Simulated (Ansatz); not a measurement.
ZrSn3O8 on the sites of monoclinic HfO2 (relaxed group P2): a field-response calculation (clamped ions) in the plane-wave code Ansatz (r2SCAN). The geometry is the r2SCAN minimum.

```yaml
crystal:
  lattice:
    - [5.2128037485, 0.0479785826, 0.4232226845]
    - [0.0482032088, 4.825733735, 0.0057530345]
    - [-0.4632098805, -0.0021768167, 5.7055708376]
  atoms:
    - { symbol: Zr, position: [0.2500005942, 0.4999995763, 0.6833880823] }
    - { symbol: Sn, position: [0.7500000151, 0.9999998281, 0.8327466537] }
    - { symbol: Sn, position: [0.749999852, 0.4999995704, 0.3290703822] }
    - { symbol: Sn, position: [0.249999935, 4.872e-07, 0.1722614705] }
    - { symbol: O, position: [0.4248336172, 0.781191451, 0.8932134006] }
    - { symbol: O, position: [0.5819250538, 0.2712766978, 0.6037962333] }
    - { symbol: O, position: [0.5731366481, 0.2357572174, 0.1026382196] }
    - { symbol: O, position: [0.420775212, 0.7272160642, 0.3916182652] }
    - { symbol: O, position: [0.0792248627, 0.272784683, 0.3916183367] }
    - { symbol: O, position: [0.9268628946, 0.7642433893, 0.102639109] }
    - { symbol: O, position: [0.9180752714, 0.7287222529, 0.603796458] }
    - { symbol: O, position: [0.0751660439, 0.2188087826, 0.8932133888] }
kpoints:
  mp_grid: { grid: [4, 4, 4] }
hamiltonian:
  xc: r2scan
scf:
  occupations: { method: fixed }
dielectric: {}
```

The output follows, shortened, with numbered blanks.
```
Functional definition: r2SCAN
  parameter k0 = 0.174
  parameter k1 = 0.065
  parameter a1 = 4.9479
  exchange = r2scan_x(k0 = k0, k1 = k1, a1 = a1)
  correlation = r2scan_c
Crystal: 12 atoms, lattice volume = 144.460 Å³
Basis set: ecut = 500 eV, 3689 PW (Γ)
Bands: 63, of which v1, the nominal top of the filled ones, is band 51 counted from 1 (50 counted from 0)
Symmetry: 2 space group operations
k-points: 36 of 64 (irreducible under 1 space group operation, time reversal used)
Free energy (F): -26866.443874 eV
Fermi energy:    8.837111 eV
--- Dielectric response (ions clamped): 3 representative field directions + reference, inside a basis on a mesh of 64 k-points ---
  ε∞ (high-frequency dielectric tensor):
[1]
  Born effective charges Z* (e; rows j = field, columns β = displacement):
    site 0:
[2]
    site 1:
[3]
    site 2:
[4]
    site 3:
[5]
    site 4:
[6]
    site 5:
[7]
    site 6:
[8]
    site 7:
[9]
    site 8:
[10]
    site 9:
[11]
    site 10:
[12]
    site 11:
[13]
  ε∞ is read to err by 1.9e-2, Z* by 3.7e-2 e
```

Q: Fill in the blanks. They hold ε∞ (with the ionic part, where printed), the Born charges.

A:
```
[1]
        4.421216    -0.002206     0.017844
       -0.002206     4.259360    -0.000157
        0.017844    -0.000157     4.202866
[2]
         5.60491    0.13393    0.03831
         0.23173    5.33829    0.01889
         0.03835    0.01095    5.13674
[3]
         4.58270   -0.21907    0.02875
        -0.11623    4.47156   -0.00934
         0.02879   -0.01769    4.22982
[4]
         4.60176    0.17851    0.01909
         0.22042    4.01926    0.01776
         0.01911    0.01436    4.36897
[5]
         4.25376    0.01998   -0.01386
        -0.20997    4.46272   -0.01703
        -0.01394    0.00164    4.42339
[6]
        -2.30830   -0.60851   -0.14937
        -0.62964   -2.54620   -0.93617
        -0.25435   -0.99762   -2.38701
[7]
        -2.73236    0.66012    0.21566
         0.69689   -2.24503    0.49331
         0.05660    0.58479   -2.07983
[8]
        -2.24942   -0.32560    0.07766
        -0.40149   -2.13373   -0.50284
        -0.02593   -0.61833   -2.22202
[9]
        -2.26408    0.23661    0.26678
         0.28667   -2.22079    0.75093
         0.13958    0.78667   -2.35816
[10]
        -2.20189    0.36059   -0.24091
         0.40414   -2.21966   -0.69471
        -0.11368   -0.73805   -2.42149
[11]
        -2.24041   -0.42102   -0.08102
        -0.47737   -2.13454    0.43156
         0.02252    0.55779   -2.23022
[12]
        -2.67213    0.74602   -0.31186
         0.76743   -2.24430   -0.37453
        -0.15278   -0.47074   -2.14080
[13]
        -2.37453   -0.76157    0.15077
        -0.77259   -2.54758    0.82218
         0.25574    0.88624   -2.31940
```

ε∞: a tensor with principal values 4.20, 4.26, 4.42. Born charges, averaged over directions: Zr +5.36, Sn +4.33 to +4.43, O -2.41 to -2.20 e. The program notes that the ground state's band table doesn't vouch for all the bands that the response reads.

Q: What wall time did it need on 1 × NVIDIA H100 80GB HBM3 with 2 threads of AMD EPYC 7R13 Processor (Zen 3) (shared host), load about 2.1 per core, and how much host memory at the peak?

A: About 54 s, with a peak of 3.4 GiB.

Note: simulated data, non-magnetic, for a generated structure that need not be the stable one.
